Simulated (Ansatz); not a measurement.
TaSiAs in space group P4/nmm (No. 129; Si on 2a, As on 2c, Ta on 2c) under volume change, r²SCAN in the plane-wave PAW code Ansatz, shape and atoms relaxed at each volume.

| V (Å³/atom) | E − E(relaxed) (meV/atom) | P (GPa) |
|---|---|---|
| 14.640 | 81.0 | 19.47 |
| 15.122 | 34.1 | 11.92 |
| 15.605 | 8.1 | 5.50 |
| 16.088 | 0.0 | 0.00 |
| 16.570 | 7.2 | -4.67 |
| 17.053 | 27.4 | -8.61 |
| 17.535 | 58.4 | -11.83 |

### Question
What does a third-order Birch–Murnaghan fit give for V₀, B₀ and B′?

### Answer
V₀ = 16.09 Å³/atom, B₀ = 167 GPa, B′ = 4.5.

The workflow started from an entry of the Crystallography Open Database (COD). Its standing as an ambient phase is unchecked. Symmetry was held in the r²SCAN relaxation; its stability against distortions is not shown here. The run is not spin-polarised. Spin–orbit coupling is left out wherever it is not named.

Potentials: the later of the program's two PAW sets.
